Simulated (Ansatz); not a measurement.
SbIrS:
```cif
data_Ir4S4Sb4
_chemical_formula_sum 'Sb4 Ir4 S4'
_space_group_name_H-M_alt 'Pca21'
_space_group_IT_number 29
_space_group_name_Hall 'P 2c -2ac'
_cell_length_a 6.03114
_cell_length_b 6.02165
_cell_length_c 6.02904
_cell_angle_alpha 90.000
_cell_angle_beta 90.000
_cell_angle_gamma 90.000
loop_
_space_group_symop_operation_xyz
  'x, y, z'
  '-x, -y, z+1/2'
  '-x+1/2, y, z+1/2'
  'x+1/2, -y, z'
loop_
_atom_site_label
_atom_site_type_symbol
_atom_site_symmetry_multiplicity
_atom_site_Wyckoff_symbol
_atom_site_fract_x
_atom_site_fract_y
_atom_site_fract_z
_atom_site_occupancy
Sb1 Sb 4 a 0.37872 0.63376 0.38188 1
Ir1 Ir 4 a 0.48693 0.23076 0.49868 1
S1 S 4 a 0.38171 0.12547 0.12163 1
```

Relaxed with PBEsol. DFT-PBEsol in the program Ansatz with PAW potentials gives a gap of 0.88 eV.

Question: What gap does HSE06 give on the same cell (Ansatz, PAW)?

Answer: 1.64 eV, 0.77 eV more. The hybrid was solved on a coarser mesh and at special points; the gap given is the minimum over both.

Cost on shared cores: the PBEsol run (SCF on a 5×5×5 mesh, then bands and DOS) very roughly 17 core-minutes, the HSE06 run (SCF on 3×3×3, then a few points) very roughly 9 core-minutes; the tasks are unlike.

Space group Pca2_1. The first step of the workflow began from a Materials Project structure, measured or hypothetical; the Crystallography Open Database files this formula in space group No. 29, but the cells were not matched. Whether it is the stable phase at ambient conditions was not checked. The PBEsol relaxation kept the symmetry of its start; whether a distortion lowers the energy is not shown. The run is not spin-polarised. Spin–orbit coupling is left out wherever it is not named.

Potentials: the later of the program's two PAW sets.
